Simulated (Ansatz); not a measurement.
Starting cell, CdTe (zinc blende):

```
CdTe
1.0
    0.00000     6.61805     6.61805
    3.30902     3.30902     6.61805
    3.30902     3.30902     0.00000
Te Cd
2 2
Direct
  0.00000   0.75000   0.75000
  0.50000   0.75000   0.75000
  0.00000   0.00000   0.00000
  0.50000   0.00000   0.00000
```

A phonon eigenvector at X = (0.5, 0.5, 0.0) is frozen into this cell: atom i moves by Q times the vector below, so Q is the largest atomic displacement, in Å. The cell is held. It is one choice among 2 degenerate patterns. (q is in reciprocal vectors of the primitive cell; the cell shown is doubled to hold the pattern.)

| atom | x | y | z |
|---|---|---|---|
| Te1 | -0.719 | 0.000 | 0.000 |
| Te2 | 0.719 | 0.000 | 0.000 |
| Cd3 | 0.000 | -1.000 | 0.000 |
| Cd4 | 0.000 | 1.000 | 0.000 |

Computed with PBE (plane waves to 420 eV, PAW, scalar-relativistic; Ansatz, an electronic-structure program). k mesh 9×9×9 (Γ-centred), Fermi-Dirac smearing 0.05 eV. CdTe was relaxed with its symmetry unable to fall. Spin-orbit coupling is left out, though Te is heavy. 

| Q (Å) | −dE/dQ from forces (eV/Å) |
|---|---|
| -0.100 | 0.166 |
| -0.083 | 0.138 |
| -0.067 | 0.110 |
| -0.050 | 0.082 |
| -0.033 | 0.055 |
| -0.017 | 0.027 |
| 0.000 | 0.000 |
| 0.017 | -0.027 |
| 0.033 | -0.055 |
| 0.050 | -0.082 |
| 0.067 | -0.110 |
| 0.083 | -0.138 |
| 0.100 | -0.166 |

Question: What harmonic wavenumber does the curvature at Q = 0 give?

Answer: 35 cm⁻¹. E″ = 1.64 eV/Å², M = Σ mᵢ|uᵢ|² = 356.9 u, ν̃ = 521.5·√(|E″|/M).

(A displaced cell: forces are minus the slopes of the energy, force constants its curvatures, and phonons follow from these.)
